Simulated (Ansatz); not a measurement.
AlV₂C in space group P6_3/mmc (No. 194; Al on 2c, V on 4f, C on 2a), DFT-LDA in the program Ansatz with PAW potentials, all energies at zero smearing, with the estimated change up to a 700 eV cutoff added, with one set of potentials and settings (totals compare only within such a set). Cell of 8 atoms (2 Al, 4 V, 2 C): -12958.221 eV.

```tsv
element	reference phase	E (eV/atom)
Al	Fm-3m, 1 atoms in the cell	-512.8755
V	Im-3m, 1 atoms in the cell	-2860.4601
C	Fd-3m, 2 atoms in the cell	-242.9976
```

Formation energy per atom, worked out: (-12958.221 − 2×(-512.8755) − 4×(-2860.4601) − 2×(-242.9976))/8 = -0.579 eV/atom (-56 kJ per mol of atoms), at 0 K, without zero-point energy or fitted corrections.

The LDA relaxation kept the symmetry of its start. No spin polarisation was allowed. The references are the lowest solids computed at this level, not always the standard phases.

Potentials: the later of the program's two PAW sets.
